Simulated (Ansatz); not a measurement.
## Comparing deformations in SrTl

Level of theory: DFT r2SCAN, scalar-relativistic, plane waves, PAW in Ansatz 0.2.0. Settings: plane waves to 500 eV, k-mesh 12×12×12 (Γ-centred), Gaussian smearing 0.15 eV. Spin–orbit coupling is left out, which can shift energies with elements as heavy as these. No spin polarisation. Energies are free energies at this smearing, counted from the undisturbed cell; pressure is positive in compression.

The starting cell (as given, not relaxed at this level; it stands at 0.7 GPa, and it needn't be the usual structure):

```
Sr Tl
1.0
     4.03200    0.00000    0.00000
     0.00000    4.03200    0.00000
     0.00000    0.00000    4.03200
Sr Tl
1 1
Direct
  0.00000 0.00000 0.00000
  0.50000 0.50000 0.50000
```

The cell is strained by ε times a Voigt pattern (xx, yy, zz, yz, xz, xy; engineering shear) with fractional coordinates fixed. τ = (1/V0) dE/dε comes from the stress tensor. Of each scan, only the three points used here are listed.

| pattern | ε | τ (GPa) |
| --- | --- | --- |
| (1, 1, 0, 0, 0, 0) | -0.0250 | -5.54 |
| (1, 1, 0, 0, 0, 0) | 0.0000 | -1.47 |
| (1, 1, 0, 0, 0, 0) | 0.0250 | 1.87 |
| (0, 0, 1, 0, 0, 0) | -0.0250 | -2.053 |
| (0, 0, 1, 0, 0, 0) | 0.0000 | -0.733 |
| (0, 0, 1, 0, 0, 0) | 0.0250 | 0.370 |
| (0, 0, 0, 0, 0, 1) | -0.0025 | -0.071 |
| (0, 0, 0, 0, 0, 1) | 0.0000 | 0.000 |
| (0, 0, 0, 0, 0, 1) | 0.0025 | 0.071 |

Question: Which constants do the scans give, and which deformation costs least for the same size of strain tensor?

Answer: The slope dτ/dε at zero (parabola through three points) is pᵀCp: (1, 1, 0, 0, 0, 0) gives 2(C11 + C12) = 148 GPa; (0, 0, 1, 0, 0, 0) gives C11 = 48 GPa; (0, 0, 0, 0, 0, 1) gives C44 = 28.3 GPa. The size of the strain tensor, ε:ε, is ε² times 2.0, 1.0, 0.5. Per unit of it the stiffnesses are 74, 48, 56.6 GPa, so (0, 0, 1, 0, 0, 0) is the softest of these: at ε:ε = (1 %)² the quadratic term costs 0.50 meV/atom against 0.76 for the stiffest. The starting stress shifts them by about its own size.

Question: What else follows for this cubic crystal?

Answer: From the unrounded slopes C11 = 48.5 and C12 = 25.6 GPa, so B = (C11 + 2 C12)/3 = 33 GPa and the Poisson ratio for a pull along a cube edge is C12/(C11 + C12) = 0.35.

Question: How anisotropic is this cubic crystal?

Answer: Zener's ratio 2 C44/(C11 − C12) = 2.47; it is 1 for an isotropic solid.

In a metal these slopes depend on the k mesh and the smearing.